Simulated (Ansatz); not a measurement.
A distorted cell of HfN (rock salt):

```xyz
2
Lattice="0.0000 2.2234 2.3123 2.2234 0.0000 2.3123 2.2234 2.2234 0.0000" Properties=species:S:1:pos:R:3 pbc="T T T"
N      0.0000     0.0000     0.0000
Hf     2.2234     2.2234     2.3123
```

Method: r2SCAN (plane waves to 500 eV, PAW, scalar-relativistic; Ansatz, a program for electronic structure). k mesh 18×18×18 (Γ-centred), Fermi-Dirac smearing 0.05 eV. Energies are smeared free energies. Stress and pressure are positive under compression. With partly filled bands, the response to shear is sensitive to the k mesh, so small differences along c/a are uncertain. HfN is run without spin polarisation. HfN was relaxed with its symmetry unable to fall. Spin-orbit coupling is left out, though Hf is heavy.

**Question.** Give the stress tensor in GPa and the pressure.

**Answer.** 
```
   11.3      0.0      0.0
    0.0     11.3      0.0
    0.0      0.0     -8.0
```
The pressure, a third of the trace, is 4.9 GPa.

**Question.** It is the relaxed cell deformed to V/V₀ = 0.987, (c/a)/(c/a)₀ = 1.040, c along z, fractional positions held. What is its energy relative to the relaxed cell?

**Answer.** 20 meV/atom.

(Under strain, the slope of the energy per volume gives the stress and its curvature an elastic modulus.)
